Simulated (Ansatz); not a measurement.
Data:

MgCd:
```
CELL_PARAMETERS angstrom
      4.91852     0.00000     0.00000
      0.00000     3.23943     0.00000
      0.00000     0.00000     5.15295
ATOMIC_POSITIONS crystal
  Cd 0.25000 0.00000 0.18321
  Cd 0.75000 0.00000 0.81679
  Mg 0.25000 0.50000 0.68802
  Mg 0.75000 0.50000 0.31198
```

This is the PBEsol-relaxed structure.

**Question.** All from DFT-PBEsol in the program Ansatz with PAW potentials, unless another level is named. Give the formation energy from the elements (no fitted shifts).

**Answer.** -0.12 eV/atom.

**Question.** Next, the density of states at the Fermi level?

**Answer.** 0.28 states/eV per atom (mean over ±0.08 eV).

**Question.** And the gap with spin–orbit coupling?

**Answer.** none (metallic).

Space group Pmma. The workflow started from an entry of the Crystallography Open Database (COD). Its standing as an ambient phase is unchecked. Symmetry was held in the PBEsol relaxation; its stability against distortions is not shown here. The references are the lowest solids computed at this level, not always the standard phases. Spin–orbit coupling is left out wherever it is not named.

Potentials: the later of the program's two PAW sets.
